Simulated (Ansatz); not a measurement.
## Scan of one atom of the cell for SnO (litharge type, space group P4/nmm)

Starting cell, SnO (litharge type, space group P4/nmm):

```yaml
crystal:
  lattice:
    - [3.83618, 0.00000, 0.00000]
    - [0.00000, 3.83618, 0.00000]
    - [0.00000, 0.00000, 4.75736]
  atoms:
    - { symbol: Sn, position: [0.50000, 0.00000, 0.24343] }
    - { symbol: Sn, position: [0.00000, 0.50000, 0.75657] }
    - { symbol: O, position: [0.00000, 0.00000, 0.00000] }
    - { symbol: O, position: [0.50000, 0.50000, 0.00000] }
```

In this cell atom 2 (Sn, nearest neighbour O at 2.241 Å; its periodic images, 3.8 Å or more away, move with it) is moved by s along Cartesian [111], unit vector (0.577, 0.577, 0.577); all other atoms and the cell stay fixed.

These are PBE-D3(BJ) (plane waves to 420 eV, PAW, scalar-relativistic; Ansatz, an electronic-structure program) values and carry that method's errors. k mesh 10×10×8 (Γ-centred), Fermi-Dirac smearing 0.05 eV. Energies are smeared free energies. Stress and pressure are positive under compression. With partly filled bands, energies and forces of such displacements shift with the k mesh and the smearing. F∥ is the force on the atom along that direction. F⊥ is the part of the force across the line. At this level the bands of SnO touch or barely overlap; measurements give the solid a gap. SnO was relaxed with its symmetry unable to fall. The PAW data are Ansatz's earlier set. ΔE is measured from the undisplaced structure.

```json
[
 {"s (Å)": "-0.450", "ΔE (eV/cell)": "0.479", "|F⊥| (eV/Å)": "1.326", "F∥ (eV/Å)": "1.773", "P (GPa)": "-4.6"},
 {"s (Å)": "-0.360", "ΔE (eV/cell)": "0.329", "|F⊥| (eV/Å)": "1.107", "F∥ (eV/Å)": "1.554", "P (GPa)": "-4.0"},
 {"s (Å)": "-0.270", "ΔE (eV/cell)": "0.200", "|F⊥| (eV/Å)": "0.872", "F∥ (eV/Å)": "1.302", "P (GPa)": "-3.3"},
 {"s (Å)": "-0.180", "ΔE (eV/cell)": "0.097", "|F⊥| (eV/Å)": "0.614", "F∥ (eV/Å)": "0.983", "P (GPa)": "-2.4"},
 {"s (Å)": "-0.090", "ΔE (eV/cell)": "0.026", "|F⊥| (eV/Å)": "0.324", "F∥ (eV/Å)": "0.560", "P (GPa)": "-1.4"},
 {"s (Å)": "0.000", "ΔE (eV/cell)": "0.000", "|F⊥| (eV/Å)": "0.002", "F∥ (eV/Å)": "-0.001", "P (GPa)": "0.0"},
 {"s (Å)": "0.090", "ΔE (eV/cell)": "0.032", "|F⊥| (eV/Å)": "0.361", "F∥ (eV/Å)": "-0.744", "P (GPa)": "1.8"},
 {"s (Å)": "0.180", "ΔE (eV/cell)": "0.141", "|F⊥| (eV/Å)": "0.761", "F∥ (eV/Å)": "-1.725", "P (GPa)": "4.0"},
 {"s (Å)": "0.270", "ΔE (eV/cell)": "0.352", "|F⊥| (eV/Å)": "1.207", "F∥ (eV/Å)": "-3.014", "P (GPa)": "7.0"},
 {"s (Å)": "0.360", "ΔE (eV/cell)": "0.695", "|F⊥| (eV/Å)": "1.704", "F∥ (eV/Å)": "-4.689", "P (GPa)": "10.7"},
 {"s (Å)": "0.450", "ΔE (eV/cell)": "1.210", "|F⊥| (eV/Å)": "2.263", "F∥ (eV/Å)": "-6.832", "P (GPa)": "15.4"}
]
```

Read from the data:

```
Item                                                                                                                                                   Value
--------------------------------------------------------  --------------------------------------------------------------------------------------------------
Energy at s = 0.450 Å                                                                                                                          1210 meV/cell
Force along the line at s = -0.450 Å                                                                                                               1.77 eV/Å
Symmetry of the curve                                                                                    not even: the positive side lies higher at ±0.450 Å
Shape of the curve                                                                            a single well with its minimum at or next to zero displacement
Force constant k = d²E/ds² at s = 0 (finite differences)                                                                                          7.15 eV/Å²
Harmonic estimate at the end of the scan                  ½ks² = 724 meV/cell against the computed 1210 meV/cell, so the well is stiffer than harmonic there
```

(For displaced atoms, the force is minus the slope of the energy, and its curvature is a force constant, which sets phonon frequencies.)
